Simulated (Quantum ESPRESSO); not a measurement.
## Mo4Hf4 (one composition in several site orders)

A calculation, not a measurement. The program is pw.x of Quantum ESPRESSO 7.5 (plane-wave density functional theory). The cell is made up: eight metal atoms on a hexagonal close-packed lattice, with elements, volume, strain and displacements drawn at random and not relaxed, so it may be unstable or far from any real phase. PseudoDojo standard norm-conserving files set the functional (PBE unless stated); there is no spin polarisation or spin-orbit coupling, the Fermi-Dirac width of 0.25 eV means electrons at about 2900 K, and the masses in the input are unused placeholders. Heavy elements are run without spin-orbit coupling, which real alloys of them have. A spin test at this wide smearing found no moment, but such smearing suppresses magnetism that the real alloy may have.

The runs put one composition on the sites in different orders. Cell, positions, cutoff, mesh and smearing stay as in the input of run 1; sites are counted in its order. Stress in the tables is positive in tension.

Input of run 1:

```
&control calculation='scf', pseudo_dir='./dojo.nc.sr.pbe.v0_5.standard.upf', outdir='./o', disk_io='medium', tprnfor=.true., tstress=.true. /
&system ibrav=0, nat=8, ntyp=2, nbnd=70, ecutwfc=79.96652505, nosym=.true., tot_charge=0,
 occupations='smearing', smearing='fd', degauss=0.0183746611
/
&electrons conv_thr=1.470e-08, electron_maxstep=70, mixing_beta=0.5 /
ATOMIC_SPECIES
Hf 1.0 Hf.upf
Mo 1.0 Mo.upf
CELL_PARAMETERS angstrom
3.0793 -0.0186 -0.0025
1.5598 -2.6392 -4.8495
1.4953 7.9528 -4.8888
ATOMIC_POSITIONS angstrom
Mo 0.0677 -0.0539 -0.0053
Hf 1.5124 2.621 -4.8352
Mo 1.5668 -0.9229 -2.4187
Hf 3.088 1.7748 -7.2737
Hf 3.0407 5.3253 -4.8516
Mo 3.0997 -0.0181 -4.8905
Mo 3.0933 1.7425 -2.4786
Hf 4.5933 4.4325 -7.332
K_POINTS automatic
8 4 3 1 1 1
```

```
run  elements on sites 1 to 8  free energy less that of run 1 (eV)  -TS (eV)  pressure (GPa)  stress xx (GPa)  stress yy (GPa)  stress zz (GPa)  stress yz (GPa)  stress xz (GPa)  stress xy (GPa)  iterations
  1   Mo Hf Mo Hf Hf Mo Mo Hf                                0.000    -2.367           -5.07             4.31             8.75             2.14            -1.56            -0.08            -0.10          22
  2   Hf Hf Mo Mo Mo Hf Mo Hf                               -0.596    -2.362           -5.21             3.92             7.52             4.19             1.70            -0.25             0.00          22
  3   Mo Hf Hf Mo Hf Mo Mo Hf                               -0.351    -2.395           -5.08             4.24             7.42             3.57             0.53             0.13             0.10          22
  4   Mo Mo Hf Hf Hf Mo Mo Hf                               -0.227    -2.406           -5.13             4.26             7.94             3.17             0.12             0.12             0.16          23
  5   Mo Hf Mo Mo Hf Hf Mo Hf                               -0.512    -2.401           -5.14             4.03             7.64             3.75            -0.49            -0.04            -0.04          23
  6   Hf Mo Mo Hf Hf Mo Hf Mo                               -0.577    -2.371           -5.18             3.93             7.26             4.36             2.10             0.18             0.39          22
```

Forces Fx Fy Fz (eV/Å):

```
site             run 1              run 2              run 3              run 4             run 5              run 6
   1   0.00 1.12 -0.93  -0.15 -0.44 -1.20    0.08 1.12 -0.43    0.06 0.95 -0.28  -0.01 0.58 -0.91    -0.04 0.94 0.18
   2   0.04 -1.12 0.61     0.13 0.80 0.13    0.03 -1.19 0.16   -0.01 -0.50 0.65    0.08 0.01 0.10  -0.01 -0.18 -0.27
   3  -0.01 1.06 -0.39   -0.05 0.31 -0.15   -0.02 1.83 -0.65   -0.02 1.91 -0.68   -0.03 0.65 0.28  -0.05 -0.53 -0.72
   4  -0.20 -1.02 0.38  -0.08 -0.43 -0.53   -0.05 -0.93 0.48   -0.15 -1.14 1.08  -0.07 -0.62 0.19    -0.05 0.76 0.83
   5   0.13 0.58 -0.73    0.03 -0.03 0.31     0.08 0.00 0.55   0.10 -0.66 -0.34    0.09 0.36 0.18   0.15 -1.20 -0.91
   6   0.03 -0.97 0.38    0.07 -0.27 0.03   0.01 -0.47 -0.74   0.04 -0.26 -0.41  -0.01 -1.44 0.06     0.12 0.46 0.64
   7  -0.07 -1.06 0.91   -0.08 -0.05 0.24    -0.06 0.29 0.83  -0.02 -0.18 -0.04  -0.05 -0.22 0.38  -0.15 -0.58 -0.13
   8   0.07 1.41 -0.22     0.12 0.11 1.17  -0.07 -0.65 -0.19    0.00 -0.13 0.02  -0.01 0.67 -0.29     0.03 0.33 0.38
```

The sites are displaced and not relaxed, so the energy differences mix bonding between neighbours with strain and are not ordering energies. A rerun of one cell of this series at a higher cutoff and on a denser mesh moved values by no more than 0.006 eV in energy, 0.04 GPa in stress and 0.005 eV/Å in force, and a second program with other atomic files agreed on that cell to 2 % rms in force and 0.5 GPa in pressure.